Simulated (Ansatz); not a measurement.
AlN:
```
CELL_PARAMETERS angstrom
      3.12080     0.00000     0.00000
     -1.56040     2.70269     0.00000
      0.00000     0.00000    10.11172
ATOMIC_POSITIONS crystal
  Al 0.00000 0.00000 0.00141
  Al 0.00000 0.00000 0.50141
  Al 0.66667 0.33333 0.75033
  Al 0.33333 0.66667 0.25033
  N  0.00000 0.00000 0.81194
  N  0.00000 0.00000 0.31194
  N  0.66667 0.33333 0.56195
  N  0.33333 0.66667 0.06195
```

Relaxed with PBE.

Task: Map the electron localisation function on the plane through (0.000, 0.000, 0.001) spanned by u = [0, 0, 1] and v = [1, -1, 0] in lattice vectors, from PBE (plane waves, PAW; program Ansatz).

Result: x is the fraction of u, y of v (the angle between them is 90°; rows are the nearest grid lines); atoms in the plane: Al at (0.00, 0.00), Al at (0.50, 0.00), Al at (0.75, 0.67), Al at (0.25, 0.33), N at (0.81, 0.00), N at (0.31, 0.00), N at (0.56, 0.67), N at (0.06, 0.33).
```
y \ x   0.000  0.100  0.175  0.275  0.375  0.450  0.550  0.625  0.725  0.825  0.900   1.00
------  -----  -----  -----  -----  -----  -----  -----  -----  -----  -----  -----  -----
1.00    0.025  0.088  0.147  0.515  0.868  0.077  0.002  0.074  0.711  0.095  0.878  0.025
0.926   0.017  0.129  0.126  0.775  0.838  0.091  0.175  0.144  0.705  0.672  0.822  0.017
0.852   0.086  0.125  0.092  0.780  0.612  0.171  0.848  0.492  0.607  0.849  0.580  0.086
0.778   0.141  0.078  0.056  0.425  0.150  0.330  0.853  0.787  0.080  0.675  0.216  0.141
0.704   0.076  0.039  0.033  0.077  0.026  0.450  0.228  0.865  0.017  0.090  0.079  0.076
0.630   0.082  0.044  0.034  0.071  0.023  0.451  0.221  0.864  0.031  0.073  0.072  0.082
0.556   0.358  0.306  0.097  0.142  0.047  0.341  0.796  0.779  0.021  0.161  0.070  0.358
0.444   0.790  0.790  0.501  0.045  0.107  0.118  0.425  0.218  0.109  0.098  0.044  0.790
0.370   0.790  0.710  0.737  0.015  0.109  0.059  0.069  0.035  0.062  0.044  0.036  0.790
0.296   0.793  0.712  0.731  0.014  0.121  0.058  0.063  0.031  0.067  0.049  0.037  0.793
0.222   0.841  0.819  0.413  0.503  0.369  0.099  0.130  0.057  0.237  0.359  0.086  0.841
0.148   0.723  0.684  0.163  0.881  0.706  0.135  0.159  0.084  0.550  0.751  0.428  0.723
0.0741  0.014  0.255  0.127  0.803  0.846  0.109  0.038  0.088  0.687  0.638  0.809  0.014
0.000   0.025  0.088  0.147  0.515  0.868  0.077  0.002  0.074  0.711  0.095  0.878  0.025
```

The density is the valence pseudo-density with augmentation charge, so density and ELF within about 1 Å of a nucleus are not all-electron values.

Space group P6_3mc. A made-up cell: these elements were put on the sites of a structure type. Its sites differ from those of the usual phase in this space group: another stacking or structure type. The cell was relaxed with PBE under the symmetry of its start; phonons on a q-mesh show no instability.

Potentials: the later of the program's two PAW sets.
